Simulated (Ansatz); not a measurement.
## Computed scan of one atom of the cell: Gd (hcp, Mg type)

Starting cell, Gd (hcp, Mg type):

```xyz
2
Lattice="3.6392 0.0000 0.0000 -1.8196 3.1517 0.0000 0.0000 0.0000 5.9092" Properties=species:S:1:pos:R:3 pbc="T T T"
Gd     0.0000     2.1011     4.4319
Gd     1.8196     1.0506     1.4773
```

In this cell atom 2 (Gd, nearest neighbour Gd at 3.626 Å; its periodic images, 3.6 Å or more away, move with it) is moved by s along Cartesian x, unit vector (1.000, 0.000, 0.000); all other atoms and the cell stay fixed.

The numbers are results of r2SCAN (plane waves to 500 eV, PAW, scalar-relativistic; Ansatz, a program for electronic structure), not measurements. k mesh 12×12×7 (Γ-centred), Fermi-Dirac smearing 0.05 eV. Energies are smeared free energies. With partly filled bands, energies and forces of such displacements shift with the k mesh and the smearing. F∥ is the force on the atom along that direction. F⊥ is the part of the force across the line. Gd was relaxed with its symmetry unable to fall. Relaxed Gd ends ferromagnetic. Other magnetic orders were not checked, so this need not be the ground state. The filling of the f shell was not checked against other fillings, so treat energies with care. The zero of ΔE is the undisplaced structure.

```tsv
s (Å)	ΔE (meV/cell)	|F⊥| (eV/Å)	F∥ (eV/Å)	moment (μB/cell)
-1.090	399	0.343	0.307	16.34
-0.872	315	0.221	0.480	16.09
-0.654	203	0.134	0.509	15.98
-0.436	101	0.067	0.418	15.92
-0.218	27	0.026	0.246	15.87
0.000	0	0.000	0.000	15.88
0.218	27	0.026	-0.246	15.87
0.436	101	0.067	-0.418	15.92
0.654	203	0.134	-0.509	15.98
0.872	315	0.221	-0.480	16.09
1.090	399	0.343	-0.307	16.34
```

Summary:

The energy at s = 1.090 Å is 399 meV/cell and the force along the line at s = -1.090 Å is 0.307 eV/Å. The force constant k = d²E/ds² at s = 0 (finite differences) comes out as 1.19 eV/Å². Symmetry of the curve: even: the same for both signs. Shape of the curve: a single well with its minimum at or next to zero displacement. Harmonic estimate at the end of the scan: ½ks² = 705 meV/cell against the computed 399 meV/cell, so the well is softer than harmonic there.

(For displaced atoms, the force is minus the slope of the energy, and its curvature is a force constant, which sets phonon frequencies.)
